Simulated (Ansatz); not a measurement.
# AlSiCN: computed property card

AlSiCN:
```xyz
4
Lattice="1.5674 0.9049 5.1033 -1.5674 0.9049 5.1033 0.0000 -1.8099 5.1033" Properties=species:S:1:pos:R:3 pbc="T T T"
Al     0.0000     0.0000    15.2295
N      0.0000     0.0000     1.9466
Si     0.0000     0.0000     7.7618
C      0.0000     0.0000     9.5100
```

Space group R3m (No. 160); conventional cell a = b = 3.1348 Å, c = 15.3099 Å, α = β = 90.00°, γ = 120.00°.

Method: PBE (plane waves, PAW; program Ansatz). Structure relaxed to zero pressure with the same functional. Other levels are named where they apply.

**Cell and energy**

- Volume per atom: 10.86 Å³
- Density: 3.10 g/cm³
- Formation energy from the elements (no fitted shifts): -0.32 eV/atom

**Electronic structure**

Band gap: 0.07 eV (indirect)
Valence-band maximum: at Γ
Conduction-band minimum: at F (3 equivalent valleys)
Smallest direct gap on the standard path: 0.38 eV
Electron effective mass: 0.22, 0.35, 0.49 mₑ (principal values)
Hole effective mass, band 1 of 2 at the edge: 1.3 along x, 4.8 along z (mₑ)
Hole effective mass, band 2 of 2 at the edge: 0.21 along x, 4.8 along z (mₑ)

**Mechanics**

Bulk modulus (Birch–Murnaghan fit): 176 GPa
Pressure derivative B′: 4.2

The start of the workflow was typed in or built on a structure type; neither database checked (COD, Materials Project) lists it. Its standing as an ambient phase is unchecked. Symmetry was held in the PBE relaxation; whether a distortion lowers the energy is not shown. The references are the lowest solids computed at this level, not always the standard phases (solids in place of the gases).

Potentials: the earlier of the program's two PAW sets.
